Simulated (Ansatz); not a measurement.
The relaxed structure here is a generated cell of Zr: the first start was made by placing the elements on the sites of a structure type, and the end was not matched to a known phase here, so it may be hypothetical. Known forms of Zr include space group No. 194.

A relaxed cell of Zr (P6/mmm (No. 191)), relaxed on a k-mesh at least as fine as the one used below. Method: PBEsol (plane waves to 420 eV, PAW, scalar-relativistic; Ansatz, an electronic-structure program). Γ-centred k-mesh 13×13×6 on the run's cell (coarser than for final values), Fermi–Dirac smearing 0.05 eV.

```
CELL_PARAMETERS angstrom
      2.97337     0.00000     0.00000
     -1.48669     2.57502     0.00000
      0.00000     0.00000     5.95814
ATOMIC_POSITIONS crystal
  Zr 0.00000 0.00000 0.00000
  Zr 0.00000 0.00000 0.50000
```

The atoms are displaced along an unstable phonon of this cell by (Å):

```
atom     ux      uy     uz
----  -----  ------  -----
Zr1   0.000  -0.150  0.000
Zr2   0.000   0.150  0.000
```

### Question
What forces (eV/Å) and pressure result?

### Answer
```csv
atom,Fx,Fy,Fz
Zr1,0.00,-0.30,0.00
Zr2,0.00,0.30,0.00
```

Pressure -0.2 GPa.

The undisplaced cell is probably no minimum: from this displacement the run went on to P6₃/mmc (No. 194), 0.35 eV/atom below it.

No spin polarisation in the result.
